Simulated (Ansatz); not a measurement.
# Structures of Li$_{2}$Si$_{3}$: which is lowest?

Plane-wave DFT in Ansatz with scalar-relativistic PAW potentials, cutoff 420 eV, Γ-centred meshes chosen by cell and gap, Gaussian smearing with energies taken to zero width. Every cell was relaxed (cell and atoms) in a run of its own, within the symmetry of its start. Functional: PBE.

Relaxed structures (starts from databases or built by putting these elements on another compound's sites):
A. R-3m, 5 atoms in the computed cell, a = 2.867 Å, c = 31.134 Å; sites (symmetry × multiplicity) Li 3m × 6, Si -3m × 3 + 3m × 6; start: built
B. P-3m1, 5 atoms in the computed cell, a = 4.069 Å, c = 5.033 Å; sites (symmetry × multiplicity) Li 3m. × 2, Si -3m. × 1 + 3m. × 2; start: built

Task: Rank them by energy. Could pressure change the order?

Result:
```tsv
structure	group	E − E(lowest) (meV/atom)	V (Å³/atom)	gap on mesh (eV)
A	R-3m	0.0	14.78	0.00
B	P-3m1	76	14.43	0.00
```

A is lowest, 76 meV/atom under B. The two lowest differ in volume by under 3 %, too little for a first-order estimate of what pressure does to that pair (other pairs aren't weighed here); with rigid cells even 3 % in favour of the higher one would need about 28 GPa. Other structures may lie lower than all of these, and vibrations aren't counted.